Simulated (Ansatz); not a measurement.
YTe: how the axes shrink under pressure

YTe, P-6m2, a = 4.048 Å, c = 3.997 Å. The structure is a Materials Project entry; whether it is the stable form wasn't checked. Ansatz: PBEsol, PAW, 420 eV, Γ-centred 12×12×10 mesh on 2 atoms, Gaussian smearing 0.10 eV; collinear spin, largest moment 0.3 μB. Cell and atoms are relaxed at each pressure, and no other structure is tried, so the rows at high pressure may lie past a change of phase. y = 100 ln(c/c0) with c0 = 3.9973 Å, so nearly a change in per cent. The pressures are the targets, met within 0.03 GPa.

```
P (GPa) y  100 ln(a/a0)
   -1.0      ?             ?
    0.0   0.00          0.00
    1.0  -0.27         -0.63
    4.0  -0.97         -2.32
   12.0  -2.33         -5.84
   25.0  -3.63        -10.12
```

Question: Fit y = c1 P + c2 P² to the other rows, give the linear compressibility along c, and predict the missing y.

Answer: Least squares on the rows shown. y = −0.2450 P + 0.004001 P². The linear compressibility along c is −c1/100 = 2.45 per TPa, against 5.75 along a from the same fit to the last column (its missing entry is 0.65): the crystal is softer along a at low pressure. The runs next to zero pressure give 2.80 and 6.39, so a parabola over the whole range misstates the start. With a term in P³ added, the coefficient of P becomes -0.2728, 11 % more, which shows how far this figure hangs on the form. At P = -1.0 the fit asked for gives 0.25. The run gave 0.29, so the fit is 0.04 too low, within twice the rms miss on the fitted rows (0.04).

The mesh isn't the same in all rows (12×12×10, 15×15×12).